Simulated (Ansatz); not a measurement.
Input and output of a single-point calculation on InGa3P4 as one 8-atom ordering (I-42m) on the zincblende lattice (the plane-wave code Ansatz, HSE06). Cell and atoms come from a relaxation with r2SCAN.

Input (YAML):
```yaml
crystal:
  lattice:
    - [-2.7834816796, 2.7834816796, 5.5557041547]
    - [2.7834816796, -2.7834816796, 5.5557041547]
    - [2.7834816796, 2.7834816796, -5.5557041547]
  atoms:
    - { symbol: Ga, position: [0.75, 0.25, 0.5] }
    - { symbol: P, position: [0.133149374, 0.6064081504, 0.0] }
    - { symbol: Ga, position: [0.5, 0.5, 0.0] }
    - { symbol: P, position: [0.866850626, 0.866850626, 0.4732587765] }
    - { symbol: Ga, position: [0.25, 0.75, 0.5] }
    - { symbol: P, position: [0.6064081504, 0.133149374, 0.0] }
    - { symbol: In, position: [0.0, 0.0, 0.0] }
    - { symbol: P, position: [0.3935918496, 0.3935918496, 0.5267412235] }
kpoints:
  mp_grid: { grid: [4, 4, 4] }
  band_path:
    path:
      - [0.0, 0.0, 0.0]
      - [0.0, 0.0, 0.5]
      - [0.25, 0.25, 0.25]
      - [0.0, 0.5, 0.0]
      - [0.5, 0.5, -0.5]
      - [0.312753582, 0.687246418, -0.312753582]
      - [-0.312753582, 0.312753582, 0.312753582]
      - [-0.125507164, 0.125507164, 0.5]
      - [0.5, 0.5, -0.125507164]
    npoints: 1
hamiltonian:
  xc: hse06
scf:
  occupations: { method: fixed }
  n_extra_bands: 6
output:
  forces: true
  stress: true
  eigenvalues: true
```

Command: `ansatz run input.yaml --threads 4 --pin off --max-ram 6451MiB --backend cpu --events-out ev --progress --plain --runs-dir out`.

**Question.** What wall time did it need on 4 threads of AMD EPYC 9R45 96-Core Processor (Zen 5), on a shared host, and how much host memory at the peak?

**Answer.** About 83 s, with a peak of 3.3 GiB.

The log, with set-up remarks and timings taken out:
```
scf.n_extra_bands = 6 over 36 filled bands (N_el = 72.0): the run solves 42 bands
Pseudopotential: Ga, paw, valence charge 13, recommended cutoff 420 eV (normal)
Pseudopotential: P, paw, valence charge 5, recommended cutoff 420 eV (normal)
Pseudopotential: In, paw, valence charge 13, recommended cutoff 420 eV (normal)
Functional definition: HSE06
Crystal: 8 atoms, lattice volume = 172.177 Å³
Basis set: ecut = 420 eV, 3411 PW (Γ)
Symmetry: 8 space group operations
Space group: I-42m (ITA 121)
k-points: 13 of 64 (time reversal used)
Exchange kernel: α = 0.2500, screened, ω = 0.2079 Å⁻¹, Wigner–Seitz truncation, v(0) = 1046.6140 eV·Å³, q-mesh 4×4×4
preconditioner: auto → none  [insulator: Δε(μ)=2.151 eV  ℏωp=24.0 eV]
hybrid outer 1: dexx = +3.475e-2 eV, tail = 8.61e-5 eV
hybrid outer 2: dexx = +3.724e-6 eV, tail = 5.04e-8 eV, Δε = 2.41e-3 eV, ΔF = 1.55e-3 eV/Å
Free energy (F): -19980.234029 eV
Fermi energy:    6.609028 eV
--- Forces (eV/Å), atoms counted from 1 ---
  atom   1  Ga      0.00000      0.00000      0.00000
  atom   2  P       0.03946    -0.03946      0.02870
  atom   3  Ga      0.00000      0.00000      0.00000
  atom   4  P       0.03946      0.03946    -0.02870
  atom   5  Ga      0.00000      0.00000      0.00000
  atom   6  P     -0.03946      0.03946      0.02870
  atom   7  In      0.00000      0.00000      0.00000
  atom   8  P     -0.03946    -0.03946    -0.02870
--- Stress (GPa, compression-positive) ---
        0.358743       0.000000       0.000000
        0.000000       0.358743       0.000000
        0.000000       0.000000       0.357627
  P = ⅓ Tr σ = 0.3584 GPa (3.584 kbar)
--- Band table (eV; the first three rows and the last of 13) ---
  k-point 0: bands = […, 3.0161, 3.8401, 3.8401, 6.5555, 6.6090, 6.6090, 8.8325, 8.9187, 9.3230, 11.3812, …]
  k-point 1: bands = […, 3.7602, 4.1765, 4.6254, 4.6893, 5.2724, 6.3377, 9.4426, 10.3940, 10.7821, 10.8747, …]
  k-point 2: bands = […, 5.1324, 5.2511, 5.3291, 5.4389, 5.6620, 5.6646, 8.8399, 9.1509, 10.2551, 10.8672, …]
  k-point 12: bands = […, 3.7665, 3.9930, 4.6352, 4.6352, 5.1351, 5.1351, 8.9479, 8.9479, 9.1570, 9.3878, …]
```

The rows of the band table are 0: (0, 0, 0) = Γ, 1: (0, 0, 1/4), 2: (0, 0, -1/2) = X, 12: (-1/2, -1/2, -1/2) = M.

bands.tsv, columns around the gap (it counts bands from 0):
```tsv
# k_distance	band_31	band_32	band_33	band_34	band_35	band_36	band_37	band_38	band_39
# fermi_ev = 6.609028
# [0, 0, 0] at k_distance = 0.000000
# [0, 0, 0.5] at k_distance = 0.798080
# [0.25, 0.25, 0.25] at k_distance = 1.080816
# [0, 0.5, 0] at k_distance = 1.645144
# [0.5, 0.5, -0.5] at k_distance = 2.276338
# [0.312753582, 0.687246418, -0.312753582] at k_distance = 2.699011
# [-0.312753582, 0.312753582, 0.312753582] at k_distance = 3.331484
# [-0.125507164, 0.125507164, 0.5] at k_distance = 3.754157
# [0.5, 0.5, -0.125507164] at k_distance = 4.386630
# levels_relative_to = fermi_ev
0.000	-2.769	-2.769	-0.053	0.000	0.000	2.223	2.310	2.714	4.772
0.798	-1.358	-1.280	-1.170	-0.947	-0.944	2.231	2.542	3.646	4.258
1.081	-2.269	-1.469	-1.366	-0.989	-0.989	3.147	3.147	3.466	3.676
1.645	-2.537	-2.485	-2.050	-1.305	-1.237	3.929	4.206	4.241	4.473
2.276	-2.616	-1.974	-1.974	-1.474	-1.474	2.339	2.339	2.548	2.779
2.699	-2.950	-2.203	-2.157	-1.128	-1.056	2.616	3.815	4.117	4.339
3.331	-2.950	-2.203	-2.157	-1.128	-1.056	2.616	3.815	4.117	4.339
3.754	-1.748	-1.479	-1.352	-1.243	-1.032	2.594	2.921	4.370	4.796
4.387	-1.748	-1.479	-1.352	-1.243	-1.032	2.594	2.921	4.370	4.796
```
In order the rows are Γ, X, P, N, M, S, S₀, R, G.

The HSE06 gap is direct at Γ: 2.22 eV. The lowest empty level at X lies only 7 meV higher, so the place of the conduction bottom isn't settled. The gap is the least over the mesh and the extra points. The mean stress, +0.4 GPa, is small, and the program warns that its thresholds are loose for a hybrid's stress. The largest force is 0.06 eV/Å.

The cell comes from a prototype generator: it can be a known phase or a hypothetical one. Spin polarisation is off.

Spin-orbit coupling is left out, which matters wherever the heavy atoms make up the band edges.
